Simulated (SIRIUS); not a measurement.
Set-up for a self-consistent single point of Ir (Fm-3m, 1 atom in the cell; from Materials Project mp-101, changed as shown).

```xyz
1
Lattice="0.0000 1.9397 1.9397 1.9397 0.0000 1.9397 1.9397 1.9397 0.0000" Properties=species:S:1:pos:R:3 pbc="T T T"
Ir     0.0000     0.0000     0.0000
```

All values come from this method and carry its errors: PBEsol, PseudoDojo 0.4 standard norm-conserving PBEsol (tails mended) pseudopotentials (plane waves; SIRIUS).

SIRIUS settings:

```
key                                                                                                              value
--------------------------------------  ------------------------------------------------------------------------------
parameters.ngridk                                                                                             12 12 12
parameters.xc_functionals                                                         [XC_GGA_X_PBE_SOL, XC_GGA_C_PBE_SOL]
parameters.gk_cutoff                                                                                      8.246 1/bohr
parameters.pw_cutoff                                                                                     16.493 1/bohr
parameters.smearing                                                                                        fermi_dirac
parameters.smearing_width                                                                                0.00183747 Ha
potentials                              PseudoDojo 0.4 standard norm-conserving PBEsol (tails mended) pseudopotentials
parameters.electronic_structure_method                                                                 pseudopotential
parameters.num_bands                                                                                                13
parameters.num_mag_dims                                                                                              0
parameters.num_dft_iter                                                                                            100
parameters.energy_tol                                                                                         1e-07 Ha
parameters.density_tol                                                                                           1e-06
mixer.type                                                                                                    broyden2
mixer.beta                                                                                                         0.5
mixer.use_hartree                                                                                                false
```

Results:

- Number of valence electrons: 17
- Number of bands: 13
- Number of k-points after the program's reduction: 72
- Number of plane waves (most at a k-point): 950
- Number of SCF iterations: 10
- FFT grid: 30 × 30 × 30
- Free energy E − TS: -3125.6752 eV
- Fermi level (on the code's own zero): 24.76 eV
- Pressure: -14.39 GPa

Stress (GPa, positive for compression):
```
-14.39    0.00    0.00
  0.00  -14.39    0.00
  0.00    0.00  -14.39
```

For comparison: a first run was changed to give this one (volume scaled by 1.02), and from it to this one the free energy rises by 19.8 meV/atom and the pressure goes from -7.82 to -14.39 GPa.

The structure comes from a collection of computed structures, made at another level of theory; the collection holds predicted forms beside known ones. No clean gap shows at this smearing width and mesh (spacing up to 0.23 Å⁻¹); the mesh is coarse for partly filled bands, so the values carry mesh errors.

Cost on one core: very roughly 19 core-seconds.

“Tails mended”: in these copies of the files the far tail of each local potential was reset to the Coulomb form.
